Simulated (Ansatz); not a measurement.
## TiCo (Pm-3m): collinear moments without spin–orbit coupling

All numbers below come from DFT, PBE, PAW with Ansatz's default frozen-core files, scalar-relativistic (Ansatz).

Command: `ansatz run input.yaml --threads 2 --pin off --max-ram 4096MiB --backend cpu --events-out ev --progress --plain --runs-dir out`

```yaml
crystal:
  lattice:
    - [2.98611099, 0.0, 0.0]
    - [0.0, 2.98611099, 0.0]
    - [0.0, 0.0, 2.98611099]
  atoms:
    - { symbol: Ti, position: [0.0, 0.0, 0.0], spin: -1.0 }
    - { symbol: Co, position: [0.5, 0.5, 0.5], spin: 2.0 }
magnetization:
  spin_polarized: true
kpoints:
  mp_grid: { grid: [12, 12, 12] }
scf:
  occupations: { method: fermi_dirac, width: 0.05 }
  lower_state_search: "off"
hamiltonian:
  xc: pbe
  pseudopotentials: { kind: paw }
output:
  forces: true
  stress: true
  eigenvalues: true
  write_density: true
  write_potential: true
  elf: true
  volumetric_format: npy
```

Output:

```
Engine: ansatz 0.2.0
Pseudopotentials: kind: paw
Pseudopotential: Ti, paw, valence charge 12, recommended cutoff 420 eV (normal), Ti.paw.azcp
Pseudopotential: Co, paw, valence charge 17, recommended cutoff 420 eV (normal), Co.paw.azcp
Functional definition: PBE
  parameter kappa = 0.804
  parameter beta = 0.06672455060314922
  exchange = pbe_x(kappa = kappa, mu = beta*pi^2/3)
  correlation = pbe_c(beta = beta)
Crystal: 2 atoms, lattice volume = 26.627 Å³
Basis set: ecut = 420 eV, 485 PW (Γ), exchange–correlation on 40×40×40 points (8 copies of the dense FFT grid, shifted against one another)
Bands: 20, of which v1, the nominal top of the filled ones, is band 15 counted from 1 (14 counted from 0)
Symmetry: 48 space group operations
Space group: Pm-3m (ITA 221), of the structure as read, at distance tolerance 3.0e-5 Å
Magnetic group: BNS 221.92 (UNI 1594), of the structure as read, at distance tolerance 3.0e-5 Å
k-points: 84 of 1728
Non-local potential: Ti, projectors of the file, l = 0: 3, l = 1: 2, l = 2: 3, l = 3: 1
Non-local potential: Co, projectors of the file, l = 0: 3, l = 1: 2, l = 2: 3, l = 3: 1
PAW form: soft (Blöchl's): semilocal exchange-correlation on the pseudo side does not see the compensation charge
PAW one-centre angular grid: Ti, 590 points (default); XC on 64 Gauss nodes
PAW one-centre angular grid: Co, 590 points (default); XC on 64 Gauss nodes
Initial density: superposition of atomic densities (chi_scale 0.1, normalization cell)
Starting moments: Σ|m| = 3 μB on 2 of 2 sites
Initial wavefunctions: pseudopotential atomic-orbital guess
Functional: x = pbe(κ = 0.804, μ = 0.2195149727645171), c = pbe(β = 0.06672455060314922)
SCF iter   1: F=—  HF=-7627.282362 eV  |F-HF|=—  |Δ(HF+E_count)|=         —  Δρ=1.83e-1 (↑3.23e-2 ↓1.83e-1)  dr2=9.43e0  dr2_m=2.48e0  M=0.432 μB ∫|m|=1.118 μB  β_m=0.30  ethr=3.10e-3  ⟨swp⟩=3.6  Hψ=12790  notcnv=0
preconditioner: auto → none  [metal: Δε(μ)=0.013 eV  Ē_g=5.772 eV  σ=0.050 eV  W_gap=0.06  n_scr=6 (ndim 8)  ℏωp=25.9 eV  f_vac=0.000  D(μ)=1.44/eV (n_scr^D=18)  sad-step TF]
SCF iter   2: F=—  HF=-7627.057091 eV  |F-HF|=—  |Δ(HF+E_count)|=   2.25e-1  Δρ=1.17e-1 (↑1.17e-1 ↓9.22e-2)  dr2=6.69e0  dr2_m=1.95e-1  M=0.834 μB ∫|m|=1.851 μB  β_m=0.30  ethr=3.10e-3  ⟨swp⟩=3.2  Hψ=7830  notcnv=0
SCF iter   3: F=—  HF=-7626.555381 eV  |F-HF|=—  |Δ(HF+E_count)|=   5.02e-1  Δρ=5.74e-2 (↑2.75e-2 ↓5.74e-2)  dr2=4.66e-1  dr2_m=4.13e-1  M=0.677 μB ∫|m|=1.431 μB  β_m=0.30  ethr=3.10e-3  ⟨swp⟩=2.1  Hψ=6591  notcnv=0
SCF iter   4: F=—  HF=-7626.563026 eV  |F-HF|=—  |Δ(HF+E_count)|=   7.64e-3  Δρ=3.29e-2 (↑3.29e-2 ↓1.58e-2)  dr2=1.25e-1  dr2_m=1.17e-1  M=0.790 μB ∫|m|=1.529 μB  β_m=0.30  ethr=1.61e-3  ⟨swp⟩=2.0  Hψ=5322  notcnv=0  defer=1
[...]
SCF iter  15: F=—  HF=-7626.629295 eV  |F-HF|=—  |Δ(HF+E_count)|=   8.68e-6  Δρ=5.57e-4 (↑2.48e-4 ↓5.57e-4)  dr2=9.17e-5  dr2_m=2.26e-5  M=0.871 μB ∫|m|=1.071 μB  β_m=0.84  ethr=3.95e-8  ⟨swp⟩=2.0  Hψ=5874  notcnv=0
SCF iter  16: F=—  HF=-7626.629300 eV  |F-HF|=—  |Δ(HF+E_count)|=   5.62e-6  Δρ=1.40e-4 (↑1.40e-4 ↓7.77e-5)  dr2=1.49e-6  dr2_m=2.71e-6  M=0.868 μB ∫|m|=1.065 μB  β_m=0.92  ethr=3.95e-8  ⟨swp⟩=2.2  Hψ=5160  notcnv=0
SCF iter  17: F=—  HF=-7626.629306 eV  |F-HF|=—  |Δ(HF+E_count)|=   5.96e-6  Δρ=2.47e-5 (↑2.47e-5 ↓2.06e-5)  dr2=7.33e-9  dr2_m=1.23e-7  M=0.867 μB ∫|m|=1.071 μB  β_m=0.96  ethr=3.45e-10  ⟨swp⟩=6.3  Hψ=21911  notcnv=0
iter 18 did not close the SCF: its close was put off for a magnetic moment that had not settled (scf_convergence_deferred on its scf_iter line)
SCF iter  18: F=-7626.629306 eV  HF=-7626.629306 eV  |F-HF|=1.98e-8  |Δ(HF+E_count)|=   6.21e-8  Δρ=1.19e-5 (↑2.74e-6 ↓1.19e-5)  dr2=2.44e-8  dr2_m=1.14e-8  M=0.867 μB ∫|m|=1.071 μB  β_m=0.98  ethr=2.53e-11  ⟨swp⟩=7.3  Hψ=17783  notcnv=0
SCF iter  19: F=-7626.629306 eV  HF=-7626.629306 eV  |F-HF|=9.09e-12  |Δ(HF+E_count)|=   2.89e-9  Δρ=7.65e-7 (↑7.65e-7 ↓4.46e-7)  dr2=2.61e-11  dr2_m=8.70e-11  M=0.867 μB ∫|m|=1.071 μB  ethr=2.53e-11  ⟨swp⟩=4.5  Hψ=16762  notcnv=0
SCF 1 converged in 19 iterations: F = -7626.629306 eV  dr2 = 2.61e-11
  greatest PAW one-centre occupation: 1.000 electrons in one spin orbital (limit 2), on the Co atom at site 1 (counted from 0), in its partial waves of l = 1
SCF converged after 19 iterations
Magnetization: 0.8671 μB (14.9336 up, 14.0664 down)
Absolute magnetization: 1.0771 μB (∫|ρ↑−ρ↓|, with the PAW one-centre terms)
Spin contamination: 0.0714 ħ² per cell (⟨S²⟩ above its minimum at these occupations)
Per-site moments (μB) at R_I (Å): [(-0.02649896061809601, 1.0667447900422087), (0.9612427206559027, 1.0667447900422087)]
Free energy (F): -7626.629306 eV
Harris-Foulkes:  -7626.629306 eV  (|F-HF|=9.09e-12)
Internal energy: -7626.612822 eV  (E = F + TS)
E sigma→0 (E₀):  -7626.621064 eV
Entropy (-TS):   -0.016485 eV (-8.242 meV/atom)
Fermi energy:    16.671851 eV
--- Per-component energies (eV) ---
  E_band       = -404.973660
  E_kinetic    = 729.178914
  E_local      = -3883.233636  (includes V_loc(G=0)·N_el)
  E_nonlocal   = 459.854997
  E_hartree    = 1639.045824
  E_xc         = -257.672421
  E_vxc        = -328.720234  (∫ρ·V_xc dr)
  E_paw        = -2562.737235  (= ΣΔE_a)
  E_vpaw       = -660.145768  (= ΣTr[D̂ρ^β])
  E_aug_tail   = 0.000175  (compensation charges beyond the density's cutoff)
  E_ewald      = -3751.049440
  E_smearing   = -0.016485  (= −TS)
  E_closure    = -0.000000  (closes the sum)
  Σ components = -7626.629306   (vs F -7626.629306, Δ=0.00e0)
--- Forces (eV/Å), atoms counted from 1 ---
  atom   1  Ti    -0.00000000     0.00000000    -0.00000000
  atom   2  Co     0.00000000    -0.00000000     0.00000000
  max |Σ_I F_I| component: 1.23e-28 eV/Å
--- Stress (GPa, compression-positive) ---
       -0.252581      -0.000000       0.000000
       -0.000000      -0.252581      -0.000000
        0.000000       0.000000      -0.252581
  P = ⅓ Tr σ = -0.2526 GPa (-2.526 kbar)
--- Band table (eV; the first three rows and the last of 168) ---
  k-point 0 ↑: bands = ["-79.0917", "-42.3540", "-42.3540", "-42.3540", "-40.4404", "-16.5495", "-16.5495", "-16.5495", "8.9321", "12.4506", "12.4506", "14.7712", "14.7712", "14.7712", "17.1379", "17.1379", "19.3380", "19.3380", "19.3380", "25.5080"]
  k-point 1 ↑: bands = ["-79.0916", "-42.3562", "-42.3539", "-42.3539", "-40.4375", "-16.5701", "-16.5481", "-16.5481", "9.0697", "12.5045", "12.5111", "14.7608", "14.7608", "14.7930", "17.0786", "17.1617", "19.1518", "19.1518", "19.3109", "24.8498"]
  k-point 2 ↑: bands = ["-79.0914", "-42.3622", "-42.3535", "-42.3535", "-40.4296", "-16.6261", "-16.5441", "-16.5441", "9.4724", "12.6606", "12.6737", "14.7340", "14.7340", "14.8539", "16.9073", "17.2030", "18.7026", "18.7026", "19.2355", "23.4578"]
  k-point 83 ↓: bands = ["-77.9530", "-41.2642", "-41.2642", "-41.2642", "-40.3624", "-16.7914", "-16.7914", "-16.7914", "14.3280", "14.3280", "14.3280", "14.5416", "14.5416", "14.5416", "16.7132", "16.7132", "19.8028", "19.8028", "23.7747", "24.9991"]
```

Site moments (μB): Ti1 -0.03, Co2 0.96. Cell moment 0.87 μB.

The magnetic group in the log treats spin as a scalar label, without spin–orbit coupling.

The Ansatz runs typed with the search for lower states off end where their start leads. None of this fixes the real material's magnetic order: only patterns that fit the cell were computed, at zero temperature, with a functional that can overstate moments.

It took 4 s on 2 threads of Intel(R) Xeon(R) Platinum 8488C (Sapphire Rapids), on a shared host, peak memory 0.42 GiB.
